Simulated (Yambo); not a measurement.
Yambo run on LaO₂H (space group P2_1/m, No. 11). The wavefunctions are PBEsol (pw.x of Quantum ESPRESSO, ONCV potentials, scalar-relativistic) ones on a 2×4×2 mesh (24 occupied bands); a = 4.441 Å, b = 3.935 Å, c = 6.414 Å, α = γ = 90.00°, β = 107.49°.

Yambo input:

```
rim_cut
gw0
dyson
el_el_corr
HF_and_locXC
cohsex
em1s
RandQpts= 1000000
RandGvec= 1 Ry
EXXRLvcs= 110 Ry
VXCRLvcs= 440 Ry
Chimod= "HARTREE"
% BndsRnXs
 1 | 159 |
%
NGsBlkXs= 7 Ry
% LongDrXs
 1.0 | 1.0 | 1.0 |
%
ExtendOut
% QPkrange
 1 | 1 | 24 | 25 |
 2 | 2 | 24 | 24 |
%
```

k points by index: 1 = Γ, 2 = (0, 0, -0.5).

The o-*.qp file then holds:

```
#    K-point    Band    Eo [eV]    E [eV]    E-Eo [eV]    Vxc [eV]    Vnlxc [eV]    Sc|Eo [eV]    Re(Z)    Im(Z)
#
    1    24    -0.211164    -2.580357    -2.369193    -18.73574    -23.43275    2.327815    1.000000    0.000000
    1    25    3.808384    3.786732    -0.021652    -10.11780    -4.966908    -5.172540    1.000000    0.000000
    2    24    0.000000    -2.349168    -2.349168    -19.07550    -23.80946    2.384794    1.000000    0.000000
```
(The two width columns are left out.) Convergence of these settings isn't established.

Geometry of the Materials Project entry, not relaxed at this level.

The structure is a Materials Project entry; no match was found in the copy of COD used, and its stability was not checked.
